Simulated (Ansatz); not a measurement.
Theory: DFT PBE, scalar-relativistic, plane waves, PAW (Ansatz). Settings: cutoff 420 eV, Γ-centred meshes spaced at most about 0.3 Å⁻¹, and about 0.25 Å⁻¹ or finer for metals (2π included), Gaussian smearing. No spin polarisation in the final relaxations.

These are static total energies at zero pressure.

Two relaxed structures of Ga3Se:

A.

```yaml
crystal:
  lattice:
    - [4.25403, 0.00000, 0.00000]
    - [0.00000, 4.25403, 0.00000]
    - [0.00000, 0.00000, 6.20542]
  atoms:
    - { symbol: Ga, position: [0.00000, 0.00000, 0.02823] }
    - { symbol: Ga, position: [0.50000, 0.00000, 0.73674] }
    - { symbol: Ga, position: [0.00000, 0.50000, 0.73674] }
    - { symbol: Se, position: [0.00000, 0.00000, 0.44517] }
```

B.

```yaml
crystal:
  lattice:
    - [4.40843, 0.00000, 0.00000]
    - [0.00000, 4.40843, 0.00000]
    - [0.00000, 0.00000, 4.40843]
  atoms:
    - { symbol: Ga, position: [0.00000, 0.50000, 0.50000] }
    - { symbol: Ga, position: [0.50000, 0.00000, 0.50000] }
    - { symbol: Ga, position: [0.50000, 0.50000, 0.00000] }
    - { symbol: Se, position: [0.00000, 0.00000, 0.00000] }
```

Question: Which form is favoured at zero pressure, and by what margin per atom?

Answer: B is lower, by 60 meV/atom. A has space group P4mm (No. 99), 28.1 Å³/atom and no gap on its mesh; B has Ga and Se ordered on fcc sites, space group Pm-3m (No. 221), 21.4 Å³/atom and no gap. Counting Ga atoms around Se (those within 1.25 times the shortest such distance or 1.15 times the sum of covalent radii, 1.27 where that leaves under three; the shortest distance is added where it exceeds 1.18 times the sum of covalent radii), A has Se 5 and B has Se 12 from 3.1 Å. The denser one is the lower, and pressure would at first widen the difference. Origin: A was invented; B is a Materials Project cell, relaxed. A third cell relaxed alike, in R-3m, lies 102 meV/atom below the lower of the two.

In P4mm, Pm-3m an odd number of electrons in the primitive cell allows no gap without spin; a larger cell or a magnetic state could open one. A magnetic state wasn't ruled out in cells without spin, among them Pm-3m. Cells relaxed within their symmetry can be saddle points.
